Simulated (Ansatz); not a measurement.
Cu$_{3}$Sb (P6/mmm), relaxed and computed with several functionals in Ansatz (plane waves, PAW).

```
functional  a (Å)  c (Å)  V (Å³/atom)  ΔH_f (eV/atom)  B₀ by P(V) fit (GPa)
----------  -----  -----  -----------  --------------  --------------------
PBE         4.534  4.946        22.01            0.42                  55.9
PBEsol      4.447  4.856        20.79            0.52                  69.2
r²SCAN          ?      ?            ?               ?                     ?
```

Complete the blanks.


- r²SCAN, a (Å): 4.478
- r²SCAN, c (Å): 4.890
- r²SCAN, V (Å³/atom): 21.23
- r²SCAN, ΔH_f (eV/atom): 0.45
- r²SCAN, B₀ by P(V) fit (GPa): 66.4

Typed or built starts, not in the databases checked: Cu3Sb, P6/mmm (Sb on 1a, Cu on 1b, Cu on 2c). Unstable at this level: Cu3Sb, P6/mmm (Sb on 1a, Cu on 1b, Cu on 2c) with PBEsol. All cells were relaxed under the symmetry of their starts (and spin orders); stability against distortions was not tested throughout. Rows with no word on spin ran without spin polarisation. Scalar-relativistic: spin–orbit coupling is off unless named, which matters more the heavier the elements.

Potentials: the later of the program's two PAW sets.

Ansatz (a first-principles code) is a plane-wave DFT program.

Formation energies count from the lowest solids of the elements computed at the same level, not from gases.
